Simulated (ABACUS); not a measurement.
Trading accuracy for time on La₃S₃N (Pnma, 28 atoms in the cell; from Materials Project mp-555129, lattice scaled a little)

```
La3S3N
1.0
   12.50713     0.00000     0.00000
    0.00000     4.26222     0.00000
    0.00000     0.00000    13.54461
La S N
12 12 4
Direct
  0.90489   0.75000   0.37440
  0.09511   0.25000   0.62560
  0.59511   0.25000   0.87440
  0.40489   0.75000   0.12560
  0.77114   0.75000   0.12990
  0.22886   0.25000   0.87010
  0.72886   0.25000   0.62990
  0.27114   0.75000   0.37010
  0.46613   0.75000   0.65282
  0.53387   0.25000   0.34718
  0.03387   0.25000   0.15282
  0.96613   0.75000   0.84718
  0.76573   0.25000   0.29494
  0.23427   0.75000   0.70506
  0.73427   0.75000   0.79494
  0.26573   0.25000   0.20506
  0.07167   0.25000   0.39290
  0.92833   0.75000   0.60710
  0.42833   0.75000   0.89290
  0.57167   0.25000   0.10710
  0.35547   0.25000   0.50159
  0.64453   0.75000   0.49841
  0.14453   0.75000   0.00159
  0.85547   0.25000   0.99841
  0.44507   0.75000   0.29804
  0.55493   0.25000   0.70196
  0.05493   0.25000   0.79804
  0.94507   0.75000   0.20196
```

Base run: PBEsol, numerical atomic orbitals TZDP (confined pseudo-atomic orbitals with Gaussian additions; energy shift 0.01 Ry), PseudoDojo 0.4 standard norm-conserving PBEsol (tails mended) pseudopotentials in ABACUS 3.10.1. Its settings: basis = TZDP numerical atomic orbitals, energy shift 0.01 Ry; KPT = Gamma 2 3 1 0 0 0; basis_type = lcao; ecutwfc = 100 Ry; smearing_method = fixed; potentials = PseudoDojo 0.4 standard norm-conserving PBEsol (tails mended); symmetry = 1; symmetry_prec = 1e-05; ks_solver = genelpa; scf_nmax = 100; scf_thr = 1.0e-07; mixing_type = broyden.

The atom-centred basis is finite, which shifts total energies, pressures and forces against plane waves. The structure comes from a collection of computed structures, made at another level of theory; the collection holds predicted forms beside known ones. Its lattice was then scaled.

Runs, by their change from the base:
- A: ecutwfc: 100 Ry → 20 Ry
- B: ecutwfc: 100 Ry → 30 Ry
- C: ecutwfc: 100 Ry → 40 Ry
- D: ecutwfc: 100 Ry → 60 Ry
- E: ecutwfc: 100 Ry → 80 Ry
- F: base settings
- G: ecutwfc: 100 Ry → 150 Ry
- H: ecutwfc: 100 Ry → 200 Ry

Differences from run H, taken as the yardstick (the most refined here, and need not be converged itself); core times are rough figures from one shared machine:

```json
[
 {"run": "A", "core time (% of H)": "8", "Δ energy (meV/atom)": "-25.4", "Δ pressure (GPa)": "0.55", "largest change of a force vector (eV/Å)": "0.042"},
 {"run": "B", "core time (% of H)": "10", "Δ energy (meV/atom)": "-2.6", "Δ pressure (GPa)": "0.09", "largest change of a force vector (eV/Å)": "0.018"},
 {"run": "C", "core time (% of H)": "10", "Δ energy (meV/atom)": "-0.1", "Δ pressure (GPa)": "0.00", "largest change of a force vector (eV/Å)": "0.003"},
 {"run": "D", "core time (% of H)": "20", "Δ energy (meV/atom)": "0.0", "Δ pressure (GPa)": "0.00", "largest change of a force vector (eV/Å)": "0.002"},
 {"run": "E", "core time (% of H)": "30", "Δ energy (meV/atom)": "0.0", "Δ pressure (GPa)": "0.00", "largest change of a force vector (eV/Å)": "0.001"},
 {"run": "F", "core time (% of H)": "40", "Δ energy (meV/atom)": "0.0", "Δ pressure (GPa)": "0.00", "largest change of a force vector (eV/Å)": "0.001"},
 {"run": "G", "core time (% of H)": "70", "Δ energy (meV/atom)": "0.0", "Δ pressure (GPa)": "0.00", "largest change of a force vector (eV/Å)": "0.001"},
 {"run": "H", "core time (% of H)": "100", "Δ energy (meV/atom)": "0.0", "Δ pressure (GPa)": "0.00", "largest change of a force vector (eV/Å)": "0.000"}
]
```

The coarsest run whose energy per atom lies within 5 meV/atom of run H, with all finer runs doing so too: run B, at roughly 10 % of the time; its energy is off by 2.6 meV/atom.

The atomic orbitals were generated for these runs; they are not ABACUS's published sets and were checked against plane waves on a few crystals only.

“Tails mended”: in these copies of the files the far tail of each local potential was reset to the Coulomb form.
